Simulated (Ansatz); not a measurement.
The start is a relaxed P cell displaced along its unstable phonon at q = Γ (170i cm⁻¹), largest move 0.15 Å. A full variable-cell relaxation at zero pressure is run with PBEsol (plane waves to 420 eV, PAW, scalar-relativistic; Ansatz, a program for electronic structure). The first steps use a coarse 13×13×13 k-mesh.

The start:
```yaml
crystal:
  lattice:
    - [-1.71864, 1.71864, 2.43099]
    - [1.71864, -1.71864, 2.43099]
    - [1.71864, 1.71864, -2.43099]
  atoms:
    - { symbol: P, position: [0.69252, 0.73616, 0.95636] }
    - { symbol: P, position: [0.30748, 0.26384, 0.04364] }
```

```json
{
 "energy_released": "0.03 eV/atom",
 "volume_change": "+4.6 %, from 14.36 to 15.03 Å³/atom",
 "Shortest distances (start → end)": "The closest pairs of elements (up to four, under 3.6 Å), start → end: P–P 2.23 → 2.31 Å",
 "band_gap_at_the_end": "zero (metallic)",
 "optimiser_moves": "8"
}
```

It ends as:

```cif
data_P6
_chemical_formula_sum 'P6'
_space_group_name_H-M_alt 'R-3m :H'
_space_group_IT_number 166
_space_group_name_Hall '-R 3 2"'
_cell_length_a 3.44123
_cell_length_b 3.44123
_cell_length_c 8.79065
_cell_angle_alpha 90.000
_cell_angle_beta 90.000
_cell_angle_gamma 120.000
loop_
_atom_site_label
_atom_site_type_symbol
_atom_site_symmetry_multiplicity
_atom_site_Wyckoff_symbol
_atom_site_fract_x
_atom_site_fract_y
_atom_site_fract_z
_atom_site_occupancy
P1 P 6 c 0.00000 0.00000 0.23373 1
```
(The calculation used a cell of 2 atoms; values per cell refer to that cell.)

Final values are on a 16×16×16 k-mesh of the relaxed cell. No spin polarisation in the result.

The run could not lose the symmetry of its start: the end is stationary, and may be a saddle point rather than a minimum.

The relaxed structure here is a generated cell of P: the first start was made by placing the elements on the sites of a structure type, and the end was not matched to a known phase here, so it may be hypothetical. Known forms of P include space group No. 64.
